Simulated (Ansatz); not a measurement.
Relaxed Bi2Se3 (Bi2Te3 type, space group R-3m):

```
CELL_PARAMETERS angstrom
      2.04070     1.17820     9.22188
     -2.04070     1.17820     9.22188
      0.00000    -2.35639     9.22188
ATOMIC_POSITIONS crystal
  Bi 0.40185 0.40185 0.40185
  Bi 0.59815 0.59815 0.59815
  Se 0.00000 0.00000 0.00000
  Se 0.20782 0.20782 0.20782
  Se 0.79218 0.79218 0.79218
```

Calculation: PBEsol-D3(BJ) (plane waves to 420 eV, PAW, scalar-relativistic; Ansatz, an electronic-structure program). k mesh 8×8×8 (Γ-centred), Fermi-Dirac smearing 0.05 eV. With partly filled bands, energies and forces of such displacements shift with the k mesh and the smearing. At this level the bands of Bi2Se3 touch or barely overlap; measurements give the solid a gap. Bi2Se3 was relaxed with its symmetry unable to fall. Spin-orbit coupling is left out, though Bi is heavy.

One atom of the cell was then moved (with its periodic images), all else fixed, and the forces (eV/Å) came out as:

| atom | Fx | Fy | Fz |
|---|---|---|---|
| Bi1 | 0.652 | 0.564 | -0.149 |
| Bi2 | -0.102 | -0.101 | -0.010 |
| Se3 | -0.040 | -0.094 | -0.044 |
| Se4 | 0.083 | 0.086 | 0.001 |
| Se5 | -0.592 | -0.455 | 0.202 |

### Question
Which atom was moved, and by which vector (Å)?

### Answer
Bi1, by (-0.16, -0.16, 0.00), 0.22 Å in all.

(For displaced atoms, the force is minus the slope of the energy, and its curvature is a force constant, which sets phonon frequencies.)
